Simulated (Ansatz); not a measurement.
**ZrVSi: enthalpy against pressure**

ZrVSi, P4/nmm, a = 3.678 Å, c = 7.231 Å. The structure is a COD entry; whether it is the stable form wasn't checked. Ansatz: r2SCAN, PAW, 500 eV, Γ-centred 10×10×6 mesh on 6 atoms, Gaussian smearing 0.10 eV; no spin polarisation. Cell and atoms are relaxed at each pressure, and no other structure is tried, so the rows at high pressure may lie past a change of phase. y is the enthalpy over the state at zero pressure; there V0 = 16.306 Å³/atom. The pressures are the targets, met within 0.03 GPa.

| P (GPa) | y (eV/atom) |
| --- | --- |
| -2.0 | -0.2048 |
| 0.0 | 0.0000 |
| 2.0 | 0.2023 |
| 5.0 | 0.5014 |
| 10.0 | ? |
| 20.0 | 1.9301 |
| 40.0 | 3.7008 |

**Question.** Fit y = c1 P + c2 P² + c3 P³ to the other rows, say what c1 and c2 mean, and predict the missing value.

**Answer.** Least squares on the rows shown. y = 0.10173 P − 0.00029200 P² + 1.5466×10⁻⁶ P³. Since dH/dP = V, c1 is V0: 0.10173 eV/GPa × 160.2 = 16.297 Å³ against 16.306; c2 = −V0/(2B0) gives B0 = 174 GPa, where a Birch–Murnaghan fit to the volumes of the same runs (not shown) gives 162 GPa: a cubic over this range folds the higher terms into c2. At P = 10.0 the fit asked for gives 0.9896 eV/atom. The run gave 0.9893 eV/atom, so the fit is 0.0003 eV/atom too high, a small miss on the scale of the series.